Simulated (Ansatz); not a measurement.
**Moving the functional in InSb3**

The structure is cubic, space group Fm-3m (No. 225). The conventional cell has a = 7.589 Å, b = 7.589 Å, c = 7.589 Å, α = 90.00°, β = 90.00°, γ = 90.00°. Sb (site symmetry m-3m) has 8 Sb at 3.29 Å as nearest neighbours. Around Sb (site symmetry -43m) lie 4 In at 3.29 Å and 4 Sb at 3.29 Å. In (site symmetry m-3m) has 8 Sb at 3.29 Å as nearest neighbours.

The cell comes from a database or a generator and needn't be the stable form of this composition.

Kept alike: task band structure; k mesh 6 × 6 × 6; occupations fermi-dirac, width 0.05 eV; no spin polarisation. Program: Ansatz, Ansatz PAW. Cutoffs run from 420 to 500 eV. The mesh is that of the run's cell of 4 atoms. No spin-orbit coupling.

| functional | pressure (GPa) |
| --- | --- |
| LDA | -4.24 |
| PBE | -0.17 |
| PBEsol | -3.10 |
| r2SCAN | -1.08 |

Pressure is positive in compression, with a Pulay correction for the finite cutoff. For a metal such a mesh leaves the last digits unconverged. All rows use potentials made for PBE.

**Question.** What does the functional change here?

**Answer.** The pressure runs from -4.24 (LDA) to -0.17 GPa (PBE). From PBE: LDA -4.07; PBEsol -2.93; r2SCAN -0.91.
